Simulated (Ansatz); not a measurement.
Here is the system:

Ca₃SiO:
```cif
data_Ca6O2Si2
_chemical_formula_sum 'Ca6 Si2 O2'
_space_group_name_H-M_alt 'P 1'
_space_group_IT_number 1
_cell_length_a 6.58783
_cell_length_b 6.58783
_cell_length_c 6.58783
_cell_angle_alpha 120.046
_cell_angle_beta 90.094
_cell_angle_gamma 119.846
loop_
_space_group_symop_operation_xyz
  'x, y, z'
loop_
_atom_site_label
_atom_site_type_symbol
_atom_site_fract_x
_atom_site_fract_y
_atom_site_fract_z
_atom_site_occupancy
Ca1 Ca 0.71577 0.46577 0.25000 1
Ca2 Ca 0.28423 0.53423 0.75000 1
Ca3 Ca 0.76734 0.00000 0.26734 1
Ca4 Ca 0.23266 0.00000 0.73266 1
Ca5 Ca 0.23266 0.50000 0.23266 1
Ca6 Ca 0.76734 0.50000 0.76734 1
Si1 Si 0.75066 0.00066 0.75000 1
Si2 Si 0.24934 0.99934 0.25000 1
O1 O 0.00000 0.50000 0.50000 1
O2 O 0.50000 0.50000 0.00000 1
```

This is the PBEsol-relaxed structure.

Q: All from the program Ansatz at the PBEsol level (PAW), unless another level is named. Give the highest zone-centre frequency.

A: 387 cm^-1.

Q: And the bulk modulus (Birch–Murnaghan fit)?

A: 64.5 GPa.

Space group Imma. The workflow started from a Materials Project entry (that database holds measured and hypothetical structures alike); the Crystallography Open Database copy checked does not list it. COD files the formula under space group No. 62. Whether it is the stable phase at ambient conditions was not checked. The cell was relaxed with PBEsol under the symmetry of its start; whether a distortion lowers the energy is not shown. As this level gives no gap, phonon frequencies hold no LO–TO term and depend on the k-mesh and smearing (Fermi–Dirac, 0.1 eV here).

Potentials: the later of the program's two PAW sets.
